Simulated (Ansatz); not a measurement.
TiSnSe:
Space group P4/nmm, origin choice 1 (No. 129); a = 3.923 Å, b = 3.923 Å, c = 8.031 Å, α = 90.00°, β = 90.00°, γ = 90.00°

| atom | site | symmetry | x | y | z |
|---|---|---|---|---|---|
| Ti | 2c | 4mm | 0.5000 | 0.0000 | 0.2827 |
| Sn | 2a | -4m2 | 0.0000 | 0.0000 | 0.0000 |
| Se | 2c | 4mm | 0.0000 | 0.5000 | 0.3822 |

Relaxed at zero pressure with PBE in the plane-wave PAW code Ansatz.

### Question
The volume is raised by 3 % and shape and atoms relax at that volume. What pressure results, and how do the axes share the change?

### Answer
-2.4 GPa; a 1.0 %, b 1.0 %, c 0.9 %; the energy rises by 5 meV/atom.

### Question
Give the new structure.

### Answer

Space group P4/nmm, origin choice 1 (No. 129); a = 3.964 Å, b = 3.964 Å, c = 8.103 Å, α = 90.00°, β = 90.00°, γ = 90.00°

```json
[
 {"atom": "Ti", "site": "2c", "symmetry": "4mm", "x": "0.5000", "y": "0.0000", "z": "0.2829"},
 {"atom": "Sn", "site": "2a", "symmetry": "-4m2", "x": "0.0000", "y": "0.0000", "z": "0.0000"},
 {"atom": "Se", "site": "2c", "symmetry": "4mm", "x": "0.0000", "y": "0.5000", "z": "0.3825"}
]
```

The phase is kept; no other phase was compared at this pressure.

The start of the workflow was typed in or built on a structure type; neither database checked (COD, Materials Project) lists it. Whether it is the stable phase at ambient conditions was not checked. The PBE relaxation kept the symmetry of its start; its stability against distortions is not shown here. The workflow began spin-polarised and lost its moments. Spin–orbit coupling is left out wherever it is not named.

Potentials: the earlier of the program's two PAW sets.
